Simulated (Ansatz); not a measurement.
**Work and stress of cleavage in In3Se**

Theory: Ansatz, DFT PBE+D3(BJ), scalar-relativistic, plane waves, PAW. The runs took a 420 eV cutoff, a Γ-centred 10×10×4 mesh and Gaussian smearing (0.15 eV). No spin polarisation. Energies are free energies at this smearing, counted from the undisturbed cell; pressure is positive in compression.

The undisturbed cell (relaxed at this level; it needn't be the usual structure):

```yaml
crystal:
  lattice:
    - [0.00000, -4.70090, 0.00000]
    - [0.00000, 0.00000, -4.70090]
    - [14.10269, 0.00000, 0.00000]
  atoms:
    - { symbol: In, position: [0.50000, 0.50000, 0.91665] }
    - { symbol: In, position: [0.50000, 0.50000, 0.24998] }
    - { symbol: In, position: [0.50000, 0.50000, 0.58332] }
    - { symbol: In, position: [0.00000, 0.50000, 0.08332] }
    - { symbol: In, position: [0.00000, 0.50000, 0.41665] }
    - { symbol: In, position: [0.00000, 0.50000, 0.74998] }
    - { symbol: In, position: [0.50000, 0.00000, 0.08332] }
    - { symbol: In, position: [0.50000, 0.00000, 0.41665] }
    - { symbol: In, position: [0.50000, 0.00000, 0.74998] }
    - { symbol: Se, position: [0.00000, 0.00000, 0.91665] }
    - { symbol: Se, position: [0.00000, 0.00000, 0.24998] }
    - { symbol: Se, position: [0.00000, 0.00000, 0.58332] }
```

The cut lies on the cell's a–b face, a (1 0 0) plane (indices in the standard cell, whose axes needn't be the Cartesian ones shown) of area 22.10 Å², between layers 2.35 Å apart. Vector c is lengthened by d along the normal with the atoms' Cartesian places fixed: one unrelaxed cut a cell. The traction is positive where the two halves pull on each other.

| d (Å) | energy (J/m²) | traction (GPa) |
| --- | --- | --- |
| -0.30 | 0.09 | -6.70 |
| 0.00 | 0.00 | -0.02 |
| 0.25 | 0.05 | 3.30 |
| 0.50 | 0.15 | 4.82 |
| 1.00 | 0.40 | 4.79 |
| 2.00 | 0.75 | 2.26 |
| 3.00 | 0.90 | 0.91 |
| 6.00 | 1.01 | 0.12 |

Task: What are the work of separation and the cleavage stress, and do they fit the universal binding curve?

Result: The energy levels off near W ≈ 1.01 J/m² (the traction is down to 0.12 GPa), the energy of the two unrelaxed faces, 0.50 J/m² each on average. The largest sampled traction is 4.82 GPa at d = 0.50 Å, and a parabola through it and its two neighbours peaks at σ_max ≈ 5.32 GPa, d ≈ 0.75 Å. The curve E = W[1 − (1 + d/ℓ)exp(−d/ℓ)] peaks in traction at d = ℓ with σ_max = W/(eℓ); with 1 J/m² per Å = 10 GPa this W and σ_max give ℓ = 0.70 Å. A parabola through that curve at the same three d peaks at 0.74 Å, against 0.75 Å here, a fair fit. Real crystals break at far lower stress, because cracks concentrate it, and on the plane of lowest W, which needn't be this one.

The cut is rigid; relaxing the faces lowers these energies and usually the stresses.

In a metal these slopes depend on the k mesh and the smearing.

Cost: 8 runs of about 18 core-minutes in all, on Intel Xeon Platinum 8488C (Sapphire Rapids) (shared hosts).